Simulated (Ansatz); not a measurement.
Calculated Fe-57 Mössbauer parameters for MgVFeP₄O₁₄

Cell: a computed structure from the Materials Project (it need not be an observed phase), taken as it stands.

```
CELL_PARAMETERS angstrom
5.01683 0.00000 0.00000
-2.25772 6.46775 0.00000
-0.04429 -0.07664 8.35285
ATOMIC_POSITIONS crystal
Mg 0.61696 0.81699 0.61051
V 0.79798 0.28785 0.48746
Fe 0.21235 0.72322 0.00935
P 0.62766 0.49850 0.81085
P 0.78368 0.91704 0.22037
P 0.23254 0.07898 0.72118
P 0.38922 0.51070 0.31884
O 0.96344 0.09290 0.63987
O 0.89442 0.11140 0.32051
O 0.84733 0.50205 0.93531
O 0.73308 0.51917 0.63593
O 0.56594 0.36785 0.33132
O 0.45226 0.05972 0.59581
O 0.37553 0.28061 0.82694
O 0.60127 0.74847 0.36170
O 0.57431 0.92228 0.09043
O 0.48044 0.66466 0.82322
O 0.27512 0.51083 0.15133
O 0.17872 0.49117 0.45711
O 0.14857 0.89739 0.83231
O 0.01301 0.83169 0.16977
```

Sites (sets of like atoms) are named by element and the number of their first atom in this list.

All values are calculated (Ansatz; DFT, PBE, plane waves and PAW, scalar-relativistic, collinear spin, 420 eV cutoff, Γ-centred 5×4×3 k-points, Fermi–Dirac smearing 0.02 eV), not measured. Start moments as typed (μB): 1 on each V, 4 on each Fe, none on the rest.

Isomer shifts (against α-Fe) follow from the electron density at the nucleus, δ = α(ρ − ρ₀), with α = -0.366 mm s⁻¹ a₀³ and ρ₀ = 14904.00 a₀⁻³ from a line fitted to 10 measured compounds at this level of theory (rms miss 0.11 mm/s). ΔE_Q = ½eQV_zz(1 + η²/3)^½ with Q = 0.160 b for the 14.4 keV state. B_c is the Fermi-contact field along the atom's own moment; orbital and dipolar fields are not included.

Question: Where do the absorption lines lie when the magnetic splitting is averaged out (above the ordering temperature, with the gradients of this state)?

Answer: Fe (1 atom a cell): δ = 0.73, |ΔE_Q| = 0.44 mm/s, a doublet at 0.51 and 0.95 mm/s.

Question: And the six lines of Fe from the contact field alone, leaving the quadrupole term aside?

Answer: With |B_c| = 34.5 T and nuclear moments 0.090604 and -0.15532 μN the lines lie at -4.84, -2.49, -0.15, 1.61, 3.95, 6.29 mm/s, in the ratio 3:2:1:1:2:3 for a powder.

The largest force is 0.9 eV/Å, so the atoms aren't at the calculated equilibrium and relaxing them would move these values. The moments were started parallel, and the run ended with some of them reversed. The program didn't check the stability of this electronic state in full, so a lower one may lie near. With these PAW files V_zz is typically within 2 to 3 % of all-electron values, but misses above 10 % occur on Fe. With a gap of 0.2 eV on this mesh, the gradients can still move by some per cent as the k-mesh gets denser. The magnetic order is the one that the run reached from its start moments, not necessarily the measured one. Semilocal functionals underestimate the core's spin polarisation, so contact fields of ionic iron come out too small in magnitude.

Hardware: 2 threads of Intel Xeon Processor @ 2.50GHz (Skylake/Cascade Lake) (x86_64; 62 cores open to the job, memory cap 5.0 GiB, no GPU), a shared host with a load of 0.9 a core. Wall time 9.3 min, CPU time 18 min, peak memory 1.9 GiB.
